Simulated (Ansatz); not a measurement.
MoS₂ under strain — electric field gradients

The cell is a structure deposited in the COD, relaxed with PBE at fixed cell and then changed (z compressed by 3 %, ions relaxed).

```cif
data_structure
_symmetry_space_group_name_H-M 'P 1'
_symmetry_Int_Tables_number 1
_cell_length_a 3.1400
_cell_length_b 3.1400
_cell_length_c 12.1541
_cell_angle_alpha 90.000
_cell_angle_beta 90.000
_cell_angle_gamma 120.000
_cell_volume 103.78
loop_
_atom_site_label
_atom_site_type_symbol
_atom_site_fract_x
_atom_site_fract_y
_atom_site_fract_z
_atom_site_occupancy
Mo1 Mo 0.33333 0.66667 0.25000 1
Mo2 Mo 0.66667 0.33333 0.75000 1
S3 S 0.33333 0.66667 0.62089 1
S4 S 0.66667 0.33333 0.12089 1
S5 S 0.33333 0.66667 0.87911 1
S6 S 0.66667 0.33333 0.37911 1
```

Atoms are numbered from 1 in the order listed; like atoms form one site, named after its first atom.

The numbers come from a DFT calculation in Ansatz (PBE, plane waves and PAW, scalar-relativistic, collinear spin, 420 eV cutoff, Γ-centred 16×16×4 k-points, Fermi–Dirac smearing 0.02 eV). Start moments as typed (μB): 2 on each Mo, none on the rest.

V_zz is the principal component of the electric field gradient with the largest magnitude, η = (V_xx − V_yy)/V_zz and C_Q = eQV_zz/h.

⁹⁵Mo: I = 5/2, Q = -22.00 mb; ³³S: I = 3/2, Q = -69.40 mb. Nuclear quadrupole moments: year-2017 set (Pyykkö).

Task: Give the quadrupolar parameters of the distinct sites.

Result: 

```csv
site,atoms (order as listed),first shell,V_zz (10²¹ V/m²),η,C_Q (MHz)
Mo,"1, 2",6 S at 2.40 Å,-7.32,0.00,3.90
S,"3, 4, 5, 6",3 Mo at 2.40 Å,-5.08,0.00,8.53
```

An axis of threefold or higher order runs through Mo and S, so V_zz lies along it and η is zero.

Without spin–orbit coupling (the program notes it for Mo) the gradients can shift somewhat, as the gap is small. The start moments die out, and the run ends without spin.
